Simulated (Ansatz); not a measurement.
# RbTiF$_{4}$ in Ansatz, relaxation

Launch command:

```bash
ansatz run input.yaml --threads 2 --pin off --max-ram 3584MiB --backend cpu --events-out ev --progress --plain --runs-dir out
```

The input file (Ansatz 0.2.0, plane waves):

```yaml
crystal:
  lattice:
    - [3.680643, 0.0, 0.0]
    - [0.0, 3.680643, 0.0]
    - [0.0, 0.0, 6.344094]
  atoms:
    - { symbol: Rb, position: [0.5, 0.5, 0.5] }
    - { symbol: Ti, position: [0.0, 0.0, 0.0] }
    - { symbol: F, position: [0.5, 0.0, 0.0] }
    - { symbol: F, position: [0.0, 0.5, 0.0] }
    - { symbol: F, position: [0.0, 0.0, 0.277] }
    - { symbol: F, position: [0.0, 0.0, 0.723] }
  symmetry: { tolerance: 0.0003 }
kpoints:
  mp_grid: { grid: [8, 8, 5], shift: [0, 0, 0] }
magnetization:
  spin_polarized: false
scf:
  occupations: { method: fermi_dirac, width: 0.0299 }
  lower_state_search: "off"
hamiltonian:
  pseudopotentials: { kind: paw }
  xc: r2scan
basis:
  ecutwfc: 500
  fft_grid_basis: typed
relax:
  max_steps: 60
  cell: { p_target: 0.0 }
  f_tol: 0.03
output:
  forces: true
  stress: true
  eigenvalues: true
  bader: true
  populations: true
  elf: true
  write_potential: true
  volumetric_format: npy
  dos:
    e_range: [-12, 8]
    de: 0.05
    projected: { site_lists: { F: [F], Rb: [Rb], Ti: [Ti] } }
checkpoint:
  read: saved_state
```

Origin of the cell: a known structure type with other elements, at an estimated volume, so it need not be a known compound.

The saved state is a converged single point of the same cell.

Steps («new basis» is an SCF on plane waves selected anew at the same cell):

```
step  ΔF (meV/atom)  max force component (eV/Å)  P (GPa)  volume (Å³)  SCF iterations   step was
   1            0.0                       5.010    24.28        85.94               8   accepted
   2         -186.2                       1.384     9.22        90.75               9   accepted
   3         -223.6                       0.489     1.75        98.49               8   accepted
   4         -225.8                       0.095     0.20        99.79               7   accepted
   5         -226.0                       0.000     0.01        99.93               5   accepted
   6         -226.0                       0.002     0.00        99.99               7   accepted
   7         -227.1                       0.004    -0.05        99.99               8  new basis
   8         -227.1                       0.000     0.00        99.92               6   accepted
   9         -227.1                       0.000     0.00        99.92               6  new basis
```

Before:

Space group P4/mmm (No. 123); the run's cell has a = 3.681 Å, b = 3.681 Å, c = 6.344 Å, α = 90.00°, β = 90.00°, γ = 90.00°. Shortest distances: F–Ti 1.76 Å, F–F 2.54 Å, F–Rb 2.96 Å.

The relaxed structure.

Space group P4/mmm (No. 123); the run's cell has a = 3.920 Å, b = 3.920 Å, c = 6.503 Å, α = 90.00°, β = 90.00°, γ = 90.00°. Shortest distances: F–Ti 1.92 Å, F–F 2.66 Å, F–Rb 3.07 Å.

```xyz
6
Lattice="3.9198 0.0000 0.0000 0.0000 3.9198 0.0000 0.0000 0.0000 6.5032" Properties=species:S:1:pos:R:3 pbc="T T T"
Rb    1.9599    1.9599    3.2516
Ti    0.0000    0.0000    0.0000
F     1.9599    0.0000    0.0000
F     0.0000    1.9599    0.0000
F     0.0000    0.0000    1.9221
F     0.0000    0.0000    4.5811
```

* Free energy lowered by: 227.1 meV/atom
* Volume change: 16.26 %
* Final pressure: 0.00 GPa
* Relaxation steps listed: 9
* Formation energy (elements under the same functional, gases as molecules, uncorrected): -3.414 eV/atom

Caveats: no moments, though an odd count or open d shells may carry them; the given cell is far from equilibrium, with atoms too close or a volume far off; the relaxation held the start's symmetry, so the end may be a saddle point.

Time: 120 s on 2 threads of Arm Neoverse V1, with other jobs on the host, peak memory 0.65 GiB, from a saved density.
